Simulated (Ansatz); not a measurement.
**Structures of RbLi3: which is lowest?**

Plane-wave DFT in Ansatz with scalar-relativistic PAW potentials, cutoff 420 eV, Γ-centred meshes chosen by cell and gap, Gaussian smearing with energies taken to zero width. Every cell was relaxed (cell and atoms) in a run of its own, within the symmetry of its start. Functional: PBE.

Relaxed structures (starts from databases or built by putting these elements on another compound's sites):
A. I4/mmm, 4 atoms in the computed cell, a = 5.100 Å, c = 10.798 Å; sites (symmetry × multiplicity) Rb 4/mmm × 2, Li -4m2 × 4 + 4/mmm × 2; start: built
B. P6_3/mmc, 8 atoms in the computed cell, a = 8.342 Å, c = 5.160 Å; sites (symmetry × multiplicity) Rb -6m2 × 2, Li mm2 × 6; start: built
C. Pm-3m, 4 atoms in the computed cell, a = 5.248 Å; sites (symmetry × multiplicity) Rb m-3m × 1, Li 4/mm.m × 3; start: built

Problem. Rank them by energy. Could pressure change the order?

Solution.
| structure | group | E − E(lowest) (meV/atom) | V (Å³/atom) | gap on mesh (eV) |
| --- | --- | --- | --- | --- |
| B | P6_3/mmc | 0.0 | 38.87 | 0.00 |
| A | I4/mmm | 87 | 35.11 | 0.00 |
| C | Pm-3m | 107 | 36.14 | 0.00 |

B is lowest, 87 meV/atom under A. A is denser by 3.77 Å³/atom, so pressure favours it: ΔE/ΔV, with ΔE in eV and 1 eV/Å³ = 160.2 GPa, gives about 3.7 GPa for equal enthalpy if both cells were rigid, a rough figure since the two compress differently. Other structures may lie lower than all of these, and vibrations aren't counted.